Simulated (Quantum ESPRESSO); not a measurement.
# Ag2Mo2Sn3Cu: input and log of a self-consistent run

Simulated, not a measurement. The program is pw.x of Quantum ESPRESSO 7.5 (plane-wave density functional theory). The cell is made up: eight metal atoms on a hexagonal close-packed lattice, with elements, volume, strain and displacements drawn at random and not relaxed, so it may be unstable or far from any real phase. PseudoDojo standard norm-conserving files set the functional (PBE unless stated); there is no spin polarisation or spin-orbit coupling, the Fermi-Dirac width of 0.25 eV means electrons at about 2900 K, and the masses in the input are unused placeholders. The copper pseudopotential is less sure than most, with forces differing by about three percent and pressure by about two GPa from a second method on plain copper. The tin pseudopotential is less sure than most, with forces differing by about three percent from a second method on plain tin. A spin test at this wide smearing found no moment, but such smearing suppresses magnetism that the real alloy may have.

Input:

```
&control calculation='scf', pseudo_dir='./dojo.nc.sr.pbe.v0_5.standard.upf', outdir='./o', disk_io='minimal', tprnfor=.true., tstress=.true. /
&system ibrav=0, nat=8, ntyp=4, nbnd=74, ecutwfc=92.02030273, nosym=.true., tot_charge=0,
 occupations='smearing', smearing='fd', degauss=0.0183746611
/
&electrons conv_thr=1.470e-08, electron_maxstep=70, mixing_beta=0.5 /
ATOMIC_SPECIES
Ag 1.0 Ag.upf
Cu 1.0 Cu.upf
Mo 1.0 Mo.upf
Sn 1.0 Sn.upf
CELL_PARAMETERS angstrom
-0.0768 5.3751 0.0806
3.0195 0.0291 4.7739
3.0443 -0.1178 -4.7896
ATOMIC_POSITIONS angstrom
Ag -0.0797 0.0716 -0.0258
Mo 2.8449 -0.1779 0.0229
Sn 3.0354 1.7281 -2.3763
Mo 3.021 1.7639 2.5539
Sn 1.6024 2.5638 0.1602
Sn 4.508 2.4664 0.0412
Cu 1.5407 4.4806 -2.3274
Ag 1.4615 4.5348 2.4984
K_POINTS automatic
4 5 5 1 1 1
```

The log is shortened where brackets say so; the opening notice, blank lines, dates and the lines on written files are dropped, and the path of the files is cut. It prints rydbergs, bohrs and kilobars, and counts compression as positive stress. Its total energy is the free energy E - TS of the whole cell.

```
     Program PWSCF v.7.5
     Parallel version (MPI & OpenMP), running on       4 processor cores
     Number of MPI processes:                 4
     Threads/MPI process:                     1
     [start-up lines left out]
     bravais-lattice index     =            0
     lattice parameter (alat)  =      10.1596  a.u.
     unit-cell volume          =    1051.2878 (a.u.)^3
     number of atoms/cell      =            8
     number of atomic types    =            4
     number of electrons       =       127.00
     number of Kohn-Sham states=           74
     kinetic-energy cutoff     =      92.0203  Ry
     charge density cutoff     =     368.0812  Ry
     scf convergence threshold =      1.5E-08
     mixing beta               =       0.5000
     number of iterations used =            8  plain     mixing
     Exchange-correlation= PBE
                           (   1   4   3   4   0   0   0)
     [axes and pseudopotential details left out]
   Cartesian axes
     site n.     atom                  positions (alat units)
         1        Ag     tau(   1) = (  -0.0148245   0.0133178  -0.0047989  )
         2        Mo     tau(   2) = (   0.5291604  -0.0330900   0.0042595  )
         3        Sn     tau(   3) = (   0.5645940   0.3214321  -0.4419993  )
         4        Mo     tau(   4) = (   0.5619155   0.3280910   0.4750335  )
         5        Sn     tau(   5) = (   0.2980515   0.4768749   0.0297977  )
         6        Sn     tau(   6) = (   0.8385022   0.4587582   0.0076633  )
         7        Cu     tau(   7) = (   0.2865751   0.8334057  -0.4329037  )
         8        Ag     tau(   8) = (   0.2718436   0.8434871   0.4647103  )
     number of k points=    50  Fermi-Dirac smearing, width (Ry)=  0.0184
                       cart. coord. in units 2pi/alat
        k(    1) = (   0.1791857   0.1276095  -0.0014955), wk =   0.0400000
        k(    2) = (   0.3562801   0.1318198  -0.1135337), wk =   0.0400000
     [further k points left out]
     Dense  grid:   125293 G-vectors     FFT dimensions: (  64,  72,  72)
     Estimated max dynamical RAM per process >     446.62 MB
     Estimated total dynamical RAM >       1.65 GB
     Initial potential from superposition of free atoms
     starting charge     126.9913, renormalised to     127.0000
     Starting wfcs are   77 randomized atomic wfcs
     total cpu time spent up to now is        9.1 secs
     per-process dynamical memory:   346.4 Mb
     Self-consistent Calculation
     iteration #  1     ecut=    92.02 Ry     beta= 0.50
     Davidson diagonalization with overlap
     ethr =  1.00E-02,  avg # of iterations =  4.2
     total cpu time spent up to now is       32.3 secs
     total energy              =   -1752.06693334 Ry
     estimated scf accuracy    <       1.65438697 Ry
     iteration #  2     ecut=    92.02 Ry     beta= 0.50
     Davidson diagonalization with overlap
     ethr =  1.30E-03,  avg # of iterations =  3.3
     total cpu time spent up to now is       57.6 secs
     total energy              =   -1752.62596396 Ry
     estimated scf accuracy    <       3.66009689 Ry
     iteration #  3     ecut=    92.02 Ry     beta= 0.50
     Davidson diagonalization with overlap
     ethr =  1.30E-03,  avg # of iterations =  2.0
     total cpu time spent up to now is       79.3 secs
     total energy              =   -1752.73232727 Ry
     estimated scf accuracy    <       3.55412538 Ry
     iteration #  4     ecut=    92.02 Ry     beta= 0.50
     Davidson diagonalization with overlap
     ethr =  1.30E-03,  avg # of iterations =  2.0
     total cpu time spent up to now is       98.2 secs
     total energy              =   -1752.92213633 Ry
     estimated scf accuracy    <       0.75698173 Ry
     iteration #  5     ecut=    92.02 Ry     beta= 0.50
     Davidson diagonalization with overlap
     ethr =  5.96E-04,  avg # of iterations =  2.0
     total cpu time spent up to now is      116.9 secs
     total energy              =   -1752.94816198 Ry
     estimated scf accuracy    <       0.16922228 Ry
     [iterations 6 to 10 left out]
     iteration # 11     ecut=    92.02 Ry     beta= 0.50
     Davidson diagonalization with overlap
     ethr =  6.06E-09,  avg # of iterations =  4.0
     total cpu time spent up to now is      250.6 secs
     total energy              =   -1752.97256676 Ry
     estimated scf accuracy    <       0.00001947 Ry
     iteration # 12     ecut=    92.02 Ry     beta= 0.50
     Davidson diagonalization with overlap
     ethr =  6.06E-09,  avg # of iterations =  2.0
     total cpu time spent up to now is      270.5 secs
     total energy              =   -1752.97256888 Ry
     estimated scf accuracy    <       0.00000021 Ry
     iteration # 13     ecut=    92.02 Ry     beta= 0.50
     Davidson diagonalization with overlap
     ethr =  1.65E-10,  avg # of iterations =  3.2
     total cpu time spent up to now is      293.3 secs
     total energy              =   -1752.97256893 Ry
     estimated scf accuracy    <       0.00000007 Ry
     iteration # 14     ecut=    92.02 Ry     beta= 0.50
     Davidson diagonalization with overlap
     ethr =  5.19E-11,  avg # of iterations =  2.6
     total cpu time spent up to now is      313.7 secs
     total energy              =   -1752.97256892 Ry
     estimated scf accuracy    <       0.00000055 Ry
     iteration # 15     ecut=    92.02 Ry     beta= 0.50
     Davidson diagonalization with overlap
     ethr =  5.19E-11,  avg # of iterations =  2.0
     total cpu time spent up to now is      333.5 secs
     End of self-consistent calculation
     [lines on levels left out]
!    total energy              =   -1752.97256894 Ry
     estimated scf accuracy    <       0.00000001 Ry
     smearing contrib. (-TS)   =      -0.10150881 Ry
     internal energy E=F+TS    =   -1752.87106012 Ry
     The total energy is F=E-TS. E is the sum of the following terms:
     one-electron contribution =    -725.98973935 Ry
     hartree contribution      =     438.73389797 Ry
     xc contribution           =    -312.75210044 Ry
     ewald contribution        =   -1152.86311830 Ry
     convergence has been achieved in  15 iterations
     Forces acting on atoms (cartesian axes, Ry/au):
     atom    1 type  1   force =    -0.00163012   -0.04069572    0.00719504
     atom    2 type  3   force =     0.03389802    0.02104305    0.00114745
     atom    3 type  4   force =    -0.02065372   -0.05500290    0.03623890
     atom    4 type  3   force =     0.01938376   -0.00282038   -0.03719332
     atom    5 type  4   force =    -0.00538657    0.02677085   -0.02743911
     atom    6 type  4   force =    -0.00498905    0.03870786    0.01425011
     atom    7 type  2   force =    -0.01890049    0.00771649    0.00014571
     atom    8 type  1   force =    -0.00172183    0.00428075    0.00565522
     Total force =     0.116322     Total SCF correction =     0.000282
     Computing stress (Cartesian axis) and pressure
          total   stress  (Ry/bohr**3)                   (kbar)     P=      -16.21
  -0.00003262   0.00007757  -0.00004023           -4.80       11.41       -5.92
   0.00007757  -0.00041561  -0.00000168           11.41      -61.14       -0.25
  -0.00004023  -0.00000168   0.00011766           -5.92       -0.25       17.31
     init_run     :      8.72s CPU      9.00s WALL (       1 calls)
     electrons    :    318.58s CPU    324.43s WALL (       1 calls)
     forces       :      2.08s CPU      2.10s WALL (       1 calls)
     stress       :      6.97s CPU      7.13s WALL (       1 calls)
     [timing details left out]
     PWSCF        :   5m36.43s CPU   5m42.76s WALL
     JOB DONE.
```

In other units: free energy -23850.407 eV for the cell, pressure -1.62 GPa, largest force component 1.414 eV/Å in size. The run took 344 s of wall time with four MPI processes on a shared machine (Intel Xeon, 2023 or later, virtual cores), so the time is rough. A rerun of this cell at a higher cutoff and on a denser mesh moved values by no more than 0.003 eV in energy, 0.05 GPa in stress and 0.009 eV/Å in force, and a second program with other atomic files agreed on that cell to 2 % rms in force and 0.5 GPa in pressure.